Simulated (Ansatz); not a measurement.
The relaxed structure here is a generated cell of NbRu: the first start was made by placing the elements on the sites of a structure type, and the end was not matched to a known phase here, so it may be hypothetical.

A relaxed cell of NbRu (P2/m (No. 10)), relaxed on a k-mesh at least as fine as the one used below. Calculation: PBEsol (plane waves to 420 eV, PAW, scalar-relativistic; Ansatz, a quantum-chemistry and plane-wave program). Γ-centred k-mesh 4×11×5 on the run's cell (coarser than for final values), Fermi–Dirac smearing 0.05 eV.

```xyz
12
Lattice="9.1144 0.0000 0.0000 0.0000 3.0361 0.0000 -1.5402 0.0000 6.7052" Properties=species:S:1:pos:R:3 pbc="T T T"
Nb     2.6491     0.0000     2.1685
Nb     7.2064     0.0000     2.1685
Nb     0.3679     0.0000     4.5367
Nb     4.9251     0.0000     4.5367
Nb     0.0000     0.0000     0.0000
Nb     4.5572     0.0000     0.0000
Ru     2.2786     1.5181     0.0000
Ru     6.8358     1.5181     0.0000
Ru     0.4022     1.5181     2.3327
Ru     4.9594     1.5181     2.3327
Ru     2.6148     1.5181     4.3725
Ru     7.1720     1.5181     4.3725
```

The atoms are displaced by (Å):

| atom | ux | uy | uz |
|---|---|---|---|
| Nb1 | -0.149 | -0.048 | 0.026 |
| Nb2 | 0.006 | -0.062 | 0.004 |
| Nb3 | -0.149 | 0.007 | 0.046 |
| Nb4 | 0.078 | -0.085 | 0.012 |
| Nb5 | 0.094 | -0.112 | -0.035 |
| Nb6 | -0.053 | 0.192 | 0.044 |
| Ru7 | 0.082 | -0.091 | -0.107 |
| Ru8 | -0.133 | 0.004 | -0.014 |
| Ru9 | 0.008 | -0.001 | 0.140 |
| Ru10 | 0.044 | -0.039 | 0.004 |
| Ru11 | 0.155 | 0.104 | 0.034 |
| Ru12 | 0.019 | 0.134 | 0.023 |

**Question.** What forces (eV/Å) and pressure result?

**Answer.** 
| atom | Fx | Fy | Fz |
|---|---|---|---|
| Nb1 | 0.67 | 0.16 | 0.36 |
| Nb2 | 0.52 | 0.49 | -1.16 |
| Nb3 | 1.62 | 0.21 | -0.31 |
| Nb4 | -0.27 | 0.88 | -0.77 |
| Nb5 | -1.48 | 0.58 | 1.30 |
| Nb6 | 0.30 | -0.83 | 0.11 |
| Ru7 | 0.15 | 0.81 | 1.37 |
| Ru8 | 0.55 | -0.18 | -0.16 |
| Ru9 | -0.06 | -0.26 | -0.81 |
| Ru10 | -0.86 | 0.25 | 0.07 |
| Ru11 | -0.31 | -0.60 | 0.24 |
| Ru12 | -0.84 | -1.50 | -0.23 |

Pressure +3.3 GPa.

**Question.** Estimate the energy cost of the displacement in the harmonic approximation and compare with the calculation.

**Answer.** For a harmonic well ΔE = −½ Σ F·u = 0.836 eV a cell, or 70 meV/atom. The calculated energy relative to the undisplaced cell is +0.06 eV/atom, so the harmonic estimate holds well.

The undisplaced cell is probably no minimum: from this displacement the run went on to P2/m (No. 10), 0.05 eV/atom below it.

No spin polarisation in the result.
